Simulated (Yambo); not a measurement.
G0W0@LDA for CsCdCl3 (cubic perovskite, space group Pm-3m, No. 221) in Yambo. Reference settings: 2×2×2 Γ-centred k mesh, bands 5 to 268 and a 8 Ry block in the screening, 268 bands in G with the Bruneval-Gonze terminator, plasmon pole fitted at 27.2 eV. The LDA gap R → Γ on this mesh is 1.45 eV; G0W0 gaps are taken between the same points.

The settings were changed. The gap went from 3.73 eV to 3.30 eV, and the shift of the valence edge from -1.21 eV to -0.75 eV.

### Question
What was changed between the two runs?
A) 60 bands in W, 60 bands in G, 5 Ry block
B) 60 bands in W, 60 bands in G, 3 Ry block
C) wavefunctions cut at 10 Ry
D) 60 bands in W, 60 bands in G, 2 Ry block

### Answer
C, wavefunctions cut at 10 Ry. The others gave (gap, valence shift): 60 bands in W, 60 bands in G, 2 Ry block: 4.14, -0.83 eV; 60 bands in W, 60 bands in G, 3 Ry block: 4.13, -0.82 eV; 60 bands in W, 60 bands in G, 5 Ry block: 4.14, -0.83 eV.

Spin-orbit coupling is not included.

Geometry of the Materials Project entry, not relaxed at this level; primitive cell a = 5.2644 Å, b = 5.2644 Å, c = 5.2644 Å, α = 90.00°, β = 90.00°, γ = 90.00°.

A shift is the quasiparticle energy of the state minus its LDA energy.
